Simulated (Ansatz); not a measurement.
BeSe:
Space group Pm-3m (No. 221); a = 3.067 Å, b = 3.067 Å, c = 3.067 Å, α = 90.00°, β = 90.00°, γ = 90.00°

| atom | site | symmetry | x | y | z |
|---|---|---|---|---|---|
| Be | 1a | m-3m | 0.0000 | 0.0000 | 0.0000 |
| Se | 1b | m-3m | 0.5000 | 0.5000 | 0.5000 |

Relaxed with PBEsol.

Question: Decompose the optical modes at the zone centre into irreducible representations, and say which are infrared and Raman allowed.

Answer: Point group m-3m: Γ_opt = T1u. Infrared: T1u. Raman: none.

Question: Assign frequencies (DFPT, PBEsol (plane waves, PAW; program Ansatz)).

Answer: T1u 237i cm⁻¹.

A made-up cell: these elements were put on the sites of a structure type; neither database checked (COD, Materials Project) lists it. COD files the formula under space group No. 216. Its standing as an ambient phase is unchecked. The cell was relaxed with PBEsol under the symmetry of its start. At this level the phase is dynamically unstable (imaginary phonons). As this level gives no gap, phonon frequencies hold no LO–TO term and depend on the k-mesh and smearing (Fermi–Dirac, 0.1 eV here).

Potentials: the later of the program's two PAW sets.
